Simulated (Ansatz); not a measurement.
SnAu5 in space group R32 (No. 155; Sn on 3a, Au on 6c, Au on 9e), r²SCAN in the plane-wave PAW code Ansatz, all energies at zero smearing, with the estimated change up to a 700 eV cutoff added, with one set of potentials and settings (totals compare only within such a set). Cell of 6 atoms (1 Sn, 5 Au): -71856.244 eV.

```json
[
 {"element": "Sn", "reference phase": "Fd-3m, 2 atoms in the cell", "E (eV/atom)": "-6038.6401"},
 {"element": "Au", "reference phase": "Fm-3m, 1 atoms in the cell", "E (eV/atom)": "-13163.5078"}
]
```

Formation energy per atom, worked out: (-71856.244 − 1×(-6038.6401) − 5×(-13163.5078))/6 = -0.011 eV/atom (-1 kJ per mol of atoms), at 0 K, without zero-point energy or fitted corrections.

The first step of the workflow began from a Materials Project structure, measured or hypothetical; the Crystallography Open Database files this formula in space group No. 155, but the cells were not matched. Its standing as an ambient phase is unchecked. Symmetry was held in the r²SCAN relaxation; whether a distortion lowers the energy is not shown. The references are the lowest solids computed at this level, not always the standard phases. Spin–orbit coupling is left out wherever it is not named.

Potentials: the later of the program's two PAW sets.
